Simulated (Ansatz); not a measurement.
Input and command of a calculation in Ansatz (plane waves; scalar-relativistic PAW potentials unless the input names others):

```yaml
crystal:
  lattice:
    - [5.628937, 0.247652, 0.128821]
    - [0.247652, 5.758279, -0.119491]
    - [0.128821, -0.119491, 5.970624]
  atoms:
    - { symbol: Co, position: [0.5641219643, 0.2585351136, 0.634384039], spin: 2.0 }
    - { symbol: Co, position: [0.3742234313, 0.466170842, 0.9804175139] }
    - { symbol: Co, position: [0.0914265827, 0.6710868149, 0.1726574856] }
    - { symbol: Co, position: [0.6120282971, 0.6763867955, 0.6978964685] }
    - { symbol: Co, position: [0.8777728707, 0.9258321204, 0.9044617403] }
    - { symbol: Co, position: [0.088684969, 0.681517411, 0.7343469323] }
    - { symbol: Co, position: [0.3863003338, 0.5200191141, 0.3962104933] }
    - { symbol: Ni, position: [0.4012632448, 0.0128057821, 0.8555497852] }
    - { symbol: Ni, position: [0.5481308361, 0.8090837831, 0.1694886287] }
    - { symbol: Ni, position: [0.3745636853, 0.9123883307, 0.4845062557] }
    - { symbol: Ni, position: [0.774270835, 0.484009739, 0.0227306588] }
    - { symbol: Ni, position: [0.8511130971, 0.4597197528, 0.416859795] }
    - { symbol: Ni, position: [0.5812516286, 0.2010205436, 0.2501050823] }
    - { symbol: Ni, position: [0.8974814891, 0.9740294002, 0.4972192307] }
    - { symbol: Ta, position: [0.0973630452, 0.2458087215, 0.6455920603] }
    - { symbol: Ta, position: [0.0925884621, 0.1315658105, 0.172002579] }
basis:
  ecutwfc: 420
kpoints:
  mp_grid: { grid: [4, 4, 4] }
hamiltonian:
  xc: pbe
scf:
  occupations: { method: fermi_dirac, width: 0.1749 }
  max_iter: 100
output:
  forces: true
  eigenvalues: true
  stress: true
```

```bash
ansatz run input.yaml --threads 2 --pin off --max-ram 5120MiB --backend cpu --events-out ev --progress --plain --runs-dir out
```

Will this input run?

The program refuses it, because of a moment without spin polarisation (crystal.atoms[0].spin: not typed → 2.0). Without that key it is accepted.

Abridged log:
```
Error: inconsistent input (magnetization.spin_polarized): false but per-atom `spin:`, `per_species`, `initial_magnetization`, `magnetic_field`, or `spin_locking` is set
```